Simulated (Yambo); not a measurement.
Yambo run on RbMo2AlO8 (space group P-3m1, No. 164). The wavefunctions come from this Quantum ESPRESSO step (PBEsol, PseudoDojo standard norm-conserving files, scalar-relativistic):

```
&CONTROL
  calculation = 'nscf'
  pseudo_dir = './pseudo'
  outdir = './out'
/
&SYSTEM
  ibrav = 0
  nat = 12
  ntyp = 4
  ecutwfc = 84.0
  ecutrho = 336.0
  occupations = 'fixed'
  force_symmorphic = .true.
  nbnd = 232
/
&ELECTRONS
  conv_thr = 1.2000000000000002e-08
  diago_full_acc = .true.
  diago_thr_init = 1e-08
/
ATOMIC_SPECIES
O 15.9990 O.upf
Al 26.9815 Al.upf
Rb 85.4678 Rb.upf
Mo 95.9500 Mo.upf
CELL_PARAMETERS angstrom
  5.653670067000   0.000000000000   0.000000000000
 -2.826835034000   4.896221903000   0.000000000000
  0.000000000000   0.000000000000   7.476000000000
ATOMIC_POSITIONS crystal
O   0.157690000000   0.842310000000   0.349470000000
O   0.842310000000   0.157690000000   0.650530000000
O   0.157690000000   0.315380000000   0.349470000000
O   0.842310000000   0.684620000000   0.650530000000
O   0.684620000000   0.842310000000   0.349470000000
O   0.315380000000   0.157690000000   0.650530000000
O   0.333333333000   0.666666667000   0.040900000000
O   0.666666667000   0.333333333000   0.959100000000
Al   0.000000000000   0.000000000000   0.500000000000
Rb   0.000000000000   0.000000000000   0.000000000000
Mo   0.333333333000   0.666666667000   0.275000000000
Mo   0.666666667000   0.333333333000   0.725000000000
K_POINTS automatic
3 3 2 0 0 0
```

Yambo input:

```
rim_cut
gw0
dyson
el_el_corr
HF_and_locXC
ppa
em1d
RandQpts= 1000000
RandGvec= 1 Ry
EXXRLvcs= 84 Ry
VXCRLvcs= 336 Ry
Chimod= "HARTREE"
% BndsRnXp
 3 | 230 |
%
NGsBlkXp= 6 Ry
% LongDrXp
 1.0 | 1.0 | 1.0 |
%
PPAPntXp= 27.2114 eV
% GbndRnge
 1 | 230 |
%
GTermKind= "BG"
DysSolver= "n"
ExtendOut
% QPkrange
 1 | 1 | 44 | 45 |
 2 | 2 | 44 | 45 |
 5 | 5 | 44 | 45 |
 6 | 6 | 44 | 45 |
%
```

k points by index: 1 = Γ, 2 = A, 5 = K, 6 = H.

The o-*.qp file then holds:

```
#    K-point    Band    Eo [eV]    E [eV]    E-Eo [eV]    Vxc [eV]    Vnlxc [eV]    Sc|Eo [eV]    Sc|E [eV]    dSc/dw|Eo [eV]    Re(Z)    Im(Z)
#
    1    44    0.000000    -0.820986    -0.820986    -19.72380    -24.77500    3.998456    4.230210    -7.680205    0.779881    -0.001404
    1    45    3.676604    5.523260    1.846656    -18.72355    -13.46061    -2.996547    -3.416287    -6.184754    0.814804    -0.001214
    2    44    -0.858673E-3    -0.822039    -0.821180    -19.72081    -24.77055    3.996779    4.228563    -7.679344    0.779900    -0.001405
    2    45    3.780538    5.648091    1.867553    -18.99081    -13.74272    -2.949722    -3.380534    -6.276852    0.812563    -0.001311
    5    44    -0.327928    -1.216096    -0.888169    -19.21981    -24.36225    4.003709    4.254276    -7.675541    0.779985    -0.001492
    5    45    3.837888    5.707979    1.870091    -19.08251    -13.82184    -2.956515    -3.390573    -6.315570    0.811625    -0.001244
    6    44    -0.353836    -1.247243    -0.893407    -19.14876    -24.29509    4.001053    4.252918    -7.669990    0.780109    -0.001558
    6    45    3.943209    5.803433    1.860224    -19.08069    -13.81497    -2.973372    -3.405496    -6.320766    0.811499    -0.001291
```
(The two width columns are left out.) Convergence of these settings isn't established.

Spin-orbit coupling is not included.

Geometry of the Materials Project entry, not relaxed at this level.

The structure is a Materials Project entry; no match was found in the copy of COD used, and its stability was not checked.
